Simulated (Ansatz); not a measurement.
TePt (NiAs type, P6_3/mmc) at seven volumes, plane-wave PAW LDA (Ansatz code), shape and atoms relaxed at each. One row is withheld.

| V (Å³/atom) | P (GPa) |
|---|---|
| 19.108 | 17.28 |
| 19.738 | 10.44 |
| 20.368 | ? |
| 20.997 | 0.00 |
| 21.627 | -3.98 |
| 22.257 | -7.30 |
| 22.887 | -10.05 |

Question: Fit the shown pressures and predict the withheld one.

Answer: Third-order Birch–Murnaghan: P = (3/2)B₀(x^(7/2) − x^(5/2))[1 + (3/4)(B′ − 4)(x − 1)] with x = (V₀/V)^(2/3). Least squares on the six rows gives V₀ = 20.996 Å³/atom, B₀ = 144.7 GPa, B′ = 5.02. At V = 20.368, x = 1.0205 and P = 4.74 GPa. The run itself gave 4.75 GPa.

The workflow started from a Materials Project entry (that database holds measured and hypothetical structures alike); the Crystallography Open Database files this formula in space group No. 194, but the cells were not matched. Its standing as an ambient phase is unchecked. Symmetry was held in the LDA relaxation; whether a distortion lowers the energy is not shown. The run is not spin-polarised. Scalar-relativistic: spin–orbit coupling is off unless named, which matters more the heavier the elements.

Potentials: the later of the program's two PAW sets.
